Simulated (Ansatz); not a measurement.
Co$_{2}$SiB$_{2}$:
```cif
data_B4Co4Si2
_chemical_formula_sum 'Si2 Co4 B4'
_space_group_name_H-M_alt 'Cmmm'
_space_group_IT_number 65
_space_group_name_Hall '-C 2 2'
_cell_length_a 2.97258
_cell_length_b 10.36125
_cell_length_c 2.72275
_cell_angle_alpha 90.000
_cell_angle_beta 90.000
_cell_angle_gamma 90.000
loop_
_atom_site_label
_atom_site_type_symbol
_atom_site_symmetry_multiplicity
_atom_site_Wyckoff_symbol
_atom_site_fract_x
_atom_site_fract_y
_atom_site_fract_z
_atom_site_occupancy
Si1 Si 2 a 0.00000 0.00000 0.00000 1
Co1 Co 4 j 0.50000 0.13572 0.50000 1
B1 B 4 i 0.00000 0.20588 0.00000 1
```
(The calculation used a cell of 5 atoms; values per cell refer to that cell.)

Relaxed with r²SCAN.

Q: Tabulate the valence density and the electron localisation function along the shortest B–B contact (1.75 Å), the program Ansatz at the r²SCAN level (PAW).

A: 

| distance from B (Å) | density (e/Å³) | ELF |
|---|---|---|
| 0.17 | 0.38 | 0.01 |
| 0.26 | 0.54 | 0.04 |
| 0.35 | 0.68 | 0.16 |
| 0.44 | 0.78 | 0.36 |
| 0.52 | 0.83 | 0.56 |
| 0.61 | 0.84 | 0.69 |
| 0.70 | 0.83 | 0.77 |
| 0.79 | 0.81 | 0.80 |
| 0.87 | 0.80 | 0.81 |
| 0.96 | 0.81 | 0.80 |
| 1.05 | 0.83 | 0.77 |
| 1.13 | 0.84 | 0.69 |
| 1.22 | 0.83 | 0.56 |
| 1.31 | 0.78 | 0.36 |
| 1.40 | 0.68 | 0.16 |
| 1.48 | 0.54 | 0.04 |
| 1.57 | 0.38 | 0.01 |

The density is the valence pseudo-density with augmentation charge, so density and ELF within about 1 Å of a nucleus are not all-electron values.

The start of the workflow was typed in or built on a structure type; neither database checked (COD, Materials Project) lists it. Whether it is the stable phase at ambient conditions was not checked. The cell was relaxed with r²SCAN under the symmetry of its start; its stability against distortions is not shown here. The workflow began spin-polarised and lost its moments.

Potentials: the later of the program's two PAW sets.
